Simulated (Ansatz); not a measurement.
How much do the gradients of Y₃Ir depend on the method?

Cell: a computed structure from the Materials Project (it need not be an observed phase), ions relaxed with PBE at fixed cell.

```cif
data_Y3Ir
_symmetry_space_group_name_H-M 'Pnma'
_symmetry_Int_Tables_number 62
_cell_length_a 7.2614
_cell_length_b 9.2846
_cell_length_c 6.4582
_cell_angle_alpha 90.000
_cell_angle_beta 90.000
_cell_angle_gamma 90.000
loop_
_atom_site_label
_atom_site_type_symbol
_atom_site_symmetry_multiplicity
_atom_site_Wyckoff_symbol
_atom_site_fract_x
_atom_site_fract_y
_atom_site_fract_z
Y1 Y 4 c 0.0362 0.2500 0.6318
Y5 Y 8 d 0.1752 0.0634 0.1747
Ir Ir 4 c 0.3838 0.2500 0.4583
```

One atom of each set is listed.

First run. Level of theory: DFT, PBE, plane waves and PAW, scalar-relativistic, 420 eV cutoff, Γ-centred 5×4×5 k-points, Fermi–Dirac smearing 0.05 eV (Ansatz 0.2.0).

| site | V_zz (10²¹ V/m²) | η |
| --- | --- | --- |
| Y1 | -7.61 | 0.53 |
| Y5 | -5.71 | 0.99 |
| Ir | 16.68 | 0.47 |

Second run. The same atoms and settings, except that the functional is r2SCAN and the cutoff is 500 eV.

(1) What does the second run give?

Answers

(1) 

```csv
site,V_zz,η,change of V_zz
Y1,-7.37,0.66,+0.24
Y5,-5.84,0.91,-0.13
Ir,20.0,0.45,+3.34
```

The largest change of V_zz is on Ir, from 16.68 to 20.0. In per cent, |V_zz| changes by -3 to +2 on Y, +20 on Ir (all sites that start above 2).

With no gap above 0.1 eV, as in a metal, the gradients converge slowly in k; expect changes of a tenth or more on a denser mesh. Spin–orbit coupling is left out, which shifts gradients on Ir by a few per cent in wide-gap crystals, and can shift them far more where the calculated gap is small or absent, as here.
